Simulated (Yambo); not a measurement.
# Excitons in CsCdF3

```
CsCdF3
1.0
    4.48681     0.00000     0.00000
    0.00000     4.48681     0.00000
    0.00000     0.00000     4.48681
F Cd Cs
3 1 1
Direct
  0.00000   0.50000   0.50000
  0.50000   0.00000   0.50000
  0.50000   0.50000   0.00000
  0.50000   0.50000   0.50000
  0.00000   0.00000   0.00000
```

The geometry is that of Materials Project entry mp-8399, symmetrised and not relaxed again.

BSE in Yambo on LDA (Quantum ESPRESSO, PseudoDojo norm-conserving, 102 Ry, scalar-relativistic) bands: 8×8×8 mesh, 9 valence and 3 conduction bands, static screening with 56 bands and a 3 Ry block, scissor 3.44 eV, Tamm-Dancoff; field along x.

```json
[
 {"state": "1", "energy (eV)": "6.87", "states within 2 meV": "3", "relative strength": "1.00", "class": "strong", "main transitions": "several band pairs"},
 {"state": "2", "energy (eV)": "7.12", "states within 2 meV": "3", "relative strength": "< 0.01", "class": "dark", "main transitions": "several band pairs"},
 {"state": "3", "energy (eV)": "7.32", "states within 2 meV": "3", "relative strength": "0.18", "class": "strong", "main transitions": "several band pairs"},
 {"state": "4", "energy (eV)": "7.44", "states within 2 meV": "3", "relative strength": "< 0.01", "class": "dark", "main transitions": "several band pairs"},
 {"state": "5", "energy (eV)": "7.48", "states within 2 meV": "3", "relative strength": "< 0.01", "class": "dark", "main transitions": "several band pairs"},
 {"state": "6", "energy (eV)": "7.53", "states within 2 meV": "2", "relative strength": "< 0.01", "class": "dark", "main transitions": "several band pairs"},
 {"state": "7", "energy (eV)": "7.56", "states within 2 meV": "3", "relative strength": "< 0.01", "class": "dark", "main transitions": "several band pairs"},
 {"state": "8", "energy (eV)": "7.60", "states within 2 meV": "3", "relative strength": "0.07", "class": "strong", "main transitions": "several band pairs"}
]
```

These are vertical excitations (zero momentum); the indirect quasiparticle gap, about 6.35 eV, is smaller than the direct one (7.61 eV on the GW mesh). The direct quasiparticle gap on this mesh is 7.61 eV; counted from there, state 1 is bound by 0.75 eV. Convergence with the mesh was not shown.

States at or above the direct gap are the continuum as this mesh samples it, not bound excitons.

Spin singlets only. Strengths are relative to the strongest of the lowest states of this run; strong means a line over 3 % of the spectrum's maximum, dark under 0.03 %. Absolute energies carry the error of the G0W0 scissor, whose convergence isn't established.

Spin-orbit splittings are left out. The cell is held in this high symmetry; tilts and polar distortions were not searched.

The structure is a Materials Project entry; no match was found in the copy of COD used, and its stability was not checked.
